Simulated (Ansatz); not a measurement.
LuSb:
```
CELL_PARAMETERS angstrom
      0.00000     2.96430     2.96430
      2.96430     0.00000     2.96430
      2.96430     2.96430     0.00000
ATOMIC_POSITIONS crystal
  Lu 0.00000 0.00000 0.00000
  Sb 0.50000 0.50000 0.50000
```

Relaxed with LDA. Special points in fractions of this cell's reciprocal vectors: Γ (0.000, 0.000, 0.000); X (0.500, 0.000, 0.500); U (0.625, 0.250, 0.625); K (0.375, 0.375, 0.750); L (0.500, 0.500, 0.500); W (0.500, 0.250, 0.750).

Task: List the band energies nearest the Fermi level at these points for LDA in the plane-wave PAW code Ansatz.

Result: In eV from the Fermi level; about four levels below and three above (degenerate sets whole), none deeper than 8.9 eV; points with the same levels are listed once.

```
k                    below                above
-  -----------------------  -------------------
Γ  -5.11 -5.08 -5.08 -5.08       1.09 1.09 1.09
X  -3.33 -0.75 -0.75 -0.58  1.96 3.09 4.24 4.24
U  -5.08 -3.20 -3.07 -1.39       0.94 3.57 3.68
L  -5.06 -5.06 -1.89 -1.89       3.31 3.40 3.40
W  -5.07 -2.76 -2.76 -2.71       2.59 2.69 2.69
```

Space group Fm-3m (rock salt). The workflow started from a Materials Project entry (that database holds measured and hypothetical structures alike); the Crystallography Open Database copy checked does not list it. Its standing as an ambient phase is unchecked. The cell was relaxed with LDA under the symmetry of its start; of distortions, only those at the zone centre were tested. Scalar-relativistic: spin–orbit coupling is off unless named, which matters more the heavier the elements.

Potentials: the later of the program's two PAW sets.
